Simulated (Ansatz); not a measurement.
Consider the following.

GePt:
```yaml
crystal:
  lattice:
    - [5.77445, 0.00000, 0.00000]
    - [0.00000, 3.72001, 0.00000]
    - [0.00000, 0.00000, 6.10936]
  atoms:
    - { symbol: Ge, position: [0.81342, 0.75000, 0.58757] }
    - { symbol: Ge, position: [0.18658, 0.25000, 0.41243] }
    - { symbol: Ge, position: [0.68658, 0.25000, 0.08757] }
    - { symbol: Ge, position: [0.31342, 0.75000, 0.91243] }
    - { symbol: Pt, position: [0.00285, 0.75000, 0.19327] }
    - { symbol: Pt, position: [0.99715, 0.25000, 0.80673] }
    - { symbol: Pt, position: [0.49715, 0.25000, 0.69327] }
    - { symbol: Pt, position: [0.50285, 0.75000, 0.30673] }
```

This is the r²SCAN-relaxed structure.

Q: All from r²SCAN (plane waves, PAW; program Ansatz), unless another level is named. Estimate the electronic character.

A: metallic (no gap).

Q: What about the formation energy from the elements (no fitted shifts)?

A: -0.47 eV/atom.

Q: What about the density of states at the Fermi level?

A: 0.23 states/eV per atom (mean over ±0.08 eV).

Space group Pnma. Symmetry was held in the r²SCAN relaxation. The run is not spin-polarised. The references are the lowest solids computed at this level, not always the standard phases. Scalar-relativistic: spin–orbit coupling is off unless named, which matters more the heavier the elements.

Potentials: the earlier of the program's two PAW sets.
